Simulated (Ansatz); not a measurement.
Ga2O3 (beta-Ga2O3 type, space group C2/m)

```yaml
crystal:
  lattice:
    - [6.22762, -1.54173, 0.00000]
    - [6.22762, 1.54173, 0.00000]
    - [-1.39233, 0.00000, 5.71032]
  atoms:
    - { symbol: Ga, position: [0.08991, 0.08991, 0.79470] }
    - { symbol: Ga, position: [0.91009, 0.91009, 0.20530] }
    - { symbol: Ga, position: [0.65850, 0.65850, 0.31416] }
    - { symbol: Ga, position: [0.34150, 0.34150, 0.68584] }
    - { symbol: O, position: [0.16349, 0.16349, 0.10919] }
    - { symbol: O, position: [0.83651, 0.83651, 0.89081] }
    - { symbol: O, position: [0.17371, 0.17371, 0.56436] }
    - { symbol: O, position: [0.82629, 0.82629, 0.43564] }
    - { symbol: O, position: [0.49603, 0.49603, 0.25671] }
    - { symbol: O, position: [0.50397, 0.50397, 0.74329] }
```

E(V) scan at fixed shape, V₀ the volume above. The atoms relax within the cell's symmetry.

Method: PBE (plane waves to 420 eV, PAW, scalar-relativistic; Ansatz, a quantum-chemistry and plane-wave program). k mesh 11×11×6 (Γ-centred), Fermi-Dirac smearing 0.05 eV. Energies are smeared free energies. Stress and pressure are positive under compression. With the shape held, the modulus is that of even scaling; a crystal free to change shape is softer. Ga2O3 was relaxed with its symmetry unable to fall. ΔE is measured from the relaxed starting cell.

The scan covers V/V₀ from 0.940 to 1.060 in 9 points.

**Question.** What pressure does the cell carry at V/V₀ = 0.940?

**Answer.** 11.0 GPa.

**Question.** What is ΔE at V/V₀ = 1.060?

**Answer.** 17.6 meV/atom.

**Question.** What is ΔE at V/V₀ = 0.940?

**Answer.** 21.5 meV/atom.

(Under strain, the slope of the energy per volume gives the stress and its curvature an elastic modulus.)
